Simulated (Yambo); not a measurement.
```xyz
4
Lattice="3.8612 0.0000 0.0000 -1.9306 3.3439 0.0000 0.0000 0.0000 6.3351" Properties=species:S:1:pos:R:3 pbc="T T T"
Al     0.0000     2.2293     0.0003
Al     1.9306     1.1146     3.1678
P      0.0000     2.2293     2.3754
P      1.9306     1.1146     5.5429
```

AlP (wurtzite, space group P6_3mc, No. 186): mean Im ε in 1 eV windows above the direct gap of 3.31 eV, for different electron-hole kernels (Yambo, broadening 0.15 eV, PBEsol (Quantum ESPRESSO, PseudoDojo norm-conserving, 44 Ry, scalar-relativistic) bands; 9×9×4 mesh, 5 valence and 7 conduction bands, static screening with 37 bands and a 4 Ry block, scissor 1.00 eV, Tamm-Dancoff; field along x).

| window (eV) | independent quasiparticles | RPA (no attraction) | BSE |
|---|---|---|---|
| 3.3 to 4.3 | 1.9 | 1.6 | 7.0 |
| 4.3 to 5.3 | 15 | 12 | 24 |
| 5.3 to 6.3 | 17 | 14 | 12 |
| 6.3 to 7.3 | 14 | 12 | 7.3 |

This run doesn't resolve bound excitons or single peaks, so only averages are given, and they too depend on the mesh; weight that the attraction moves below the gap isn't listed. All transitions below 7.42 eV are in the band window. The scissor comes from a G0W0 run whose convergence isn't established.

Geometry relaxed with PBEsol.

This is not the ordinary phase of the substance; no match was found in the copy of COD used, and its stability was not checked.
